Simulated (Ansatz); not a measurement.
A relaxation computed with Ansatz, from input to last step.

```yaml
crystal:
  lattice:
    - [4.3074942589, 0.0, 0.0]
    - [0.0, 4.3074942589, 0.0]
    - [0.0, 0.0, 4.3074942589]
  atoms:
    - { symbol: Nb, position: [0.0, 0.0, 0.0] }
    - { symbol: Cd, position: [0.0, 0.5, 0.5] }
    - { symbol: Cd, position: [0.5, 0.0, 0.5] }
    - { symbol: Cd, position: [0.5, 0.5, 0.0] }
basis:
  ecutwfc: 420
kpoints:
  mp_grid: { grid: [10, 10, 10] }
hamiltonian:
  xc: lda
scf:
  occupations: { method: gaussian, width: 0.1 }
output:
  forces: true
  stress: true
  eigenvalues: true
relax:
  adjacent_minimum: "off"
  f_tol: 0.005
  max_steps: 50
  cell: { stress_tol: 0.05 }
```

```bash
ansatz run input.yaml --threads 1 --pin off --max-ram 2560MiB --backend cpu --events-out ev --progress --plain --runs-dir out
```

These are results of Ansatz, DFT LDA, scalar-relativistic, plane waves, PAW, not measurements.

Of 6 frames 6 are shown, positions in Å and forces in eV/Å; the SCF threshold varies from step to step. Steps run on the plane waves of an earlier cell, with a Pulay correction in the pressure. The basis is chosen afresh for the last frame, the zero of the energies, and at times for earlier ones too; energy and pressure step there, also at an unchanged geometry.

```xyz
4
Lattice="4.3075 0.0000 0.0000 0.0000 4.3075 0.0000 0.0000 0.0000 4.3075" Properties=species:S:1:pos:R:3:forces:R:3 pbc="T T T" step=1 free_energy_over_end_meV_per_atom=48.94 pressure_GPa=-8.63
Nb    0.0000    0.0000    0.0000    0.0000    0.0000    0.0000
Cd    0.0000    2.1537    2.1537    0.0000    0.0000    0.0000
Cd    2.1537    0.0000    2.1537    0.0000    0.0000    0.0000
Cd    2.1537    2.1537    0.0000    0.0000    0.0000    0.0000
4
Lattice="4.0975 0.0000 0.0000 0.0000 4.0975 0.0000 0.0000 0.0000 4.0975" Properties=species:S:1:pos:R:3:forces:R:3 pbc="T T T" step=2 free_energy_over_end_meV_per_atom=29.30 pressure_GPa=9.09
Nb    0.0000    0.0000    0.0000    0.0000    0.0000    0.0000
Cd    0.0000    2.0488    2.0488    0.0000    0.0000    0.0000
Cd    2.0488    0.0000    2.0488    0.0000    0.0000    0.0000
Cd    2.0488    2.0488    0.0000    0.0000    0.0000    0.0000
4
Lattice="4.2000 0.0000 0.0000 0.0000 4.2000 0.0000 0.0000 0.0000 4.2000" Properties=species:S:1:pos:R:3:forces:R:3 pbc="T T T" step=3 free_energy_over_end_meV_per_atom=0.63 pressure_GPa=-1.35
Nb    0.0000    0.0000    0.0000    0.0000    0.0000    0.0000
Cd    0.0000    2.1000    2.1000    0.0000    0.0000    0.0000
Cd    2.1000    0.0000    2.1000    0.0000    0.0000    0.0000
Cd    2.1000    2.1000    0.0000    0.0000    0.0000    0.0000
4
Lattice="4.1850 0.0000 0.0000 0.0000 4.1850 0.0000 0.0000 0.0000 4.1850" Properties=species:S:1:pos:R:3:forces:R:3 pbc="T T T" step=4 free_energy_over_end_meV_per_atom=-0.28 pressure_GPa=-0.06
Nb    0.0000    0.0000    0.0000    0.0000    0.0000    0.0000
Cd    0.0000    2.0925    2.0925    0.0000    0.0000    0.0000
Cd    2.0925    0.0000    2.0925    0.0000    0.0000    0.0000
Cd    2.0925    2.0925    0.0000    0.0000    0.0000    0.0000
4
Lattice="4.1843 0.0000 0.0000 0.0000 4.1843 0.0000 0.0000 0.0000 4.1843" Properties=species:S:1:pos:R:3:forces:R:3 pbc="T T T" step=5 free_energy_over_end_meV_per_atom=-0.29 pressure_GPa=0.00
Nb    0.0000    0.0000    0.0000    0.0000    0.0000    0.0000
Cd    0.0000    2.0922    2.0922    0.0000    0.0000    0.0000
Cd    2.0922    0.0000    2.0922    0.0000    0.0000    0.0000
Cd    2.0922    2.0922    0.0000    0.0000    0.0000    0.0000
4
Lattice="4.1843 0.0000 0.0000 0.0000 4.1843 0.0000 0.0000 0.0000 4.1843" Properties=species:S:1:pos:R:3:forces:R:3 pbc="T T T" step=6 free_energy_over_end_meV_per_atom=0.00 pressure_GPa=0.00
Nb    0.0000    0.0000    0.0000    0.0000    0.0000    0.0000
Cd    0.0000    2.0922    2.0922    0.0000    0.0000    0.0000
Cd    2.0922    0.0000    2.0922    0.0000    0.0000    0.0000
Cd    2.0922    2.0922    0.0000    0.0000    0.0000    0.0000
```

Time: 60 s on 1 thread of Arm Neoverse V2, on a shared host, peak memory 0.42 GiB.